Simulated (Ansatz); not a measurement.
Relaxed Re (hcp, Mg type):

```
Re
1.0
    2.77511     0.00000     0.00000
   -1.38756     2.40332     0.00000
    0.00000     0.00000     4.48300
Re
2
Cartesian
  0.00000   1.60221   3.36225
  1.38756   0.80111   1.12075
```

Method: PBE (plane waves to 420 eV, PAW, scalar-relativistic; Ansatz, a quantum-chemistry and plane-wave program). k mesh 15×15×9 (Γ-centred), Fermi-Dirac smearing 0.05 eV. With partly filled bands, energies and forces of such displacements shift with the k mesh and the smearing. Re is run without spin polarisation. Re was relaxed with its symmetry unable to fall. Spin-orbit coupling is left out, though Re is heavy.

One atom of the cell was then moved (with its periodic images), all else fixed, and the forces (eV/Å) came out as:

```csv
atom,Fx,Fy,Fz
Re1,0.721,0.673,0.000
Re2,-0.721,-0.673,0.000
```

With two atoms only their relative shift counts; take Re1 as fixed.

Problem. Which atom was moved, and by which vector (Å)?

Solution. Re2, by (0.16, 0.16, 0.00), 0.22 Å in all.

(A displaced cell: forces are minus the slopes of the energy, force constants its curvatures, and phonons follow from these.)
